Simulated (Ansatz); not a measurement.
Here is the system:

Be$_{3}$N$_{2}$:
```cif
data_Be9N6
_chemical_formula_sum 'Be9 N6'
_space_group_name_H-M_alt 'R3m :H'
_space_group_IT_number 160
_space_group_name_Hall 'R 3 -2"'
_cell_length_a 2.83487
_cell_length_b 2.83487
_cell_length_c 14.58468
_cell_angle_alpha 90.000
_cell_angle_beta 90.000
_cell_angle_gamma 120.000
loop_
_atom_site_label
_atom_site_type_symbol
_atom_site_symmetry_multiplicity
_atom_site_Wyckoff_symbol
_atom_site_fract_x
_atom_site_fract_y
_atom_site_fract_z
_atom_site_occupancy
Be1 Be 3 a 0.00000 0.00000 0.85914 1
Be2 Be 3 a 0.00000 0.00000 0.31760 1
Be3 Be 3 a 0.00000 0.00000 0.08885 1
N1 N 3 a 0.00000 0.00000 0.20414 1
N2 N 3 a 0.00000 0.00000 0.70836 1
```
(The calculation used a cell of 5 atoms; values per cell refer to that cell.)

This is the r²SCAN-relaxed structure.

### Question
All from DFT-r²SCAN in the program Ansatz with PAW potentials, unless another level is named. Estimate the static dielectric constant ε0 (ions relaxed, cell fixed).

### Answer
12.3 (xx = yy), 14.3 (zz).

### Question
What about the Born charges (a third of the trace)?

### Answer
Be +1.65 to +1.88, N -2.77 to -2.43 e.

### Question
Predict the electronic dielectric constant ε∞ (DFPT).

### Answer
4.32 (xx = yy), 4.74 (zz).

The first step of the workflow began from a Materials Project structure, measured or hypothetical; the Crystallography Open Database copy checked does not list it. COD files the formula under space group No. 206. Whether it is the stable phase at ambient conditions was not checked. Symmetry was held in the r²SCAN relaxation; whether a distortion lowers the energy is not shown.

Potentials: the later of the program's two PAW sets.
